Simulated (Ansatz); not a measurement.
Q: Si3N4 in space group P6_3/m (No. 176; Si on 6h, N on 2d, N on 6h) is relaxed with the program Ansatz at the PBE level (PAW). What lattice parameters of the conventional cell result?

A: a = 7.663 Å, c = 2.926 Å.

Q: Give the free coordinates with the occupied sites.

A: In one choice of origin and axes:

| atom | site | symmetry | x | y | z |
|---|---|---|---|---|---|
| Si | 6h | m.. | 0.4061 | 0.2311 | 0.2500 |
| N | 2d | -6.. | 0.6667 | 0.3333 | 0.2500 |
| N | 6h | m.. | 0.0308 | 0.3300 | 0.2500 |

Q: Is it a metal or does it have a gap at this level?

A: A gap of 4.25 eV, indirect.

The cell was relaxed with PBE under the symmetry of its start.

Potentials: the earlier of the program's two PAW sets.
